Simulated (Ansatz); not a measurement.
**La4MgTi3O12, one structure, two calculations**

Cell: a computed structure from the Materials Project (it need not be an observed phase).

```
La Mg Ti O
1.0
     2.82803    1.63276    9.21391
    -2.82803    1.63276    9.21391
     0.00000   -3.26552    9.21391
La Mg Ti O
4 1 3 12
Direct
  0.86618 0.86618 0.86618
  0.13382 0.13382 0.13382
  0.72096 0.72096 0.72096
  0.27904 0.27904 0.27904
  0.50000 0.50000 0.50000
  0.00000 0.00000 0.00000
  0.59278 0.59278 0.59278
  0.40722 0.40722 0.40722
  0.87235 0.30075 0.45895
  0.30075 0.45895 0.87235
  0.45895 0.87235 0.30075
  0.12765 0.69925 0.54105
  0.69925 0.54105 0.12765
  0.54105 0.12765 0.69925
  0.70670 0.13656 0.27782
  0.72218 0.29330 0.86344
  0.86344 0.72218 0.29330
  0.29330 0.86344 0.72218
  0.27782 0.70670 0.13656
  0.13656 0.27782 0.70670
```

Atom numbers follow the list; atoms alike are taken as one site, whose name carries the number of the first.

First run. Method: Kohn–Sham DFT in Ansatz, PBE, plane waves and PAW, scalar-relativistic, 420 eV cutoff, Γ-centred 7×7×7 k-points, Fermi–Dirac smearing 0.05 eV.

| site | atom | V_zz (10²¹ V/m²) | η |
| --- | --- | --- | --- |
| La1 | 1 | 14.04 | 0.00 |
| La3 | 3 | 7.41 | 0.00 |
| Mg | 5 | -0.075 | 0.00 |
| Ti6 | 6 | 1.21 | 0.00 |
| Ti7 | 7 | 1.63 | 0.00 |
| O9 | 9 | 1.78 | 0.56 |
| O15 | 15 | -0.90 | 0.56 |

Second run. The same atoms and settings, except that the functional is r2SCAN and the cutoff is 500 eV.

(1) Given the first result, estimate the second.

## Answers

(1) 

| site | atom | V_zz | η | change of V_zz |
| --- | --- | --- | --- | --- |
| La1 | 1 | 14.15 | 0.00 | +0.11 |
| La3 | 3 | 7.54 | 0.00 | +0.13 |
| Mg | 5 | 0.020 | 0.00 | +0.10 |
| Ti6 | 6 | 1.02 | 0.00 | -0.19 |
| Ti7 | 7 | 1.58 | 0.00 | -0.05 |
| O9 | 9 | 1.81 | 0.51 | +0.03 |
| O15 | 15 | -0.92 | 0.65 | -0.02 |

The largest change of V_zz is on Ti6, from 1.21 to 1.02. In per cent, |V_zz| changes by +1 to +2 on La (all sites that start above 2).

With no gap above 0.1 eV, as in a metal, the gradients converge slowly in k; expect changes of a tenth or more on a denser mesh. Without spin–orbit coupling (the program notes it for La) the gradients can shift somewhat, as the gap is small. Semilocal functionals can leave a metal where correlation in the d or f shell opens a gap in the real compound, and that would change the values at and beside Ti.
For the second run: The largest force is 0.3 eV/Å, so the atoms aren't at the calculated equilibrium and relaxing them would move these values.
